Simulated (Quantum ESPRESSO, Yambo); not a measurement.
At a photon energy of 8.12 eV, RPA with local fields on PBEsol bands shifted by a G0W0 scissor of 2.96 eV (Quantum ESPRESSO and Yambo; 2×2×2 mesh, 249 bands, 3 Ry local-field block, 0.2 eV broadening) gives ε = 3.09 + 1.3i for Cs₂NaScBr₆ (space group Fm-3m, No. 225), field along x.

Work out n, κ, the normal-incidence reflectivity, the absorption coefficient and the penetration depth.


|ε| = 3.35; n = √((|ε| + ε1)/2) = 1.79, κ = √((|ε| − ε1)/2) = 0.36. R = ((n − 1)² + κ²)/((n + 1)² + κ²) = 0.10. α = 2Eκ/(ħc) with ħc = 197.327 eV nm: 0.0298 per nm = 3.0 × 10⁵ per cm, a 1/e depth of 34 nm. The computed direct gap is 6.07 eV, and the energy scale of the real crystal may differ from it. Excitonic effects are left out, and values at one energy depend on mesh and broadening. The scissor comes from a G0W0 run whose convergence isn't established. Convergence of the RPA response with its 2×2×2 mesh was not tested.

Spin-orbit coupling is not included.

Geometry of the Materials Project entry, not relaxed at this level; primitive cell a = 7.9726 Å, b = 7.9726 Å, c = 7.9726 Å, α = 60.00°, β = 60.00°, γ = 60.00°.

The structure is a Materials Project entry; no match was found in the copy of COD used, and its stability was not checked.
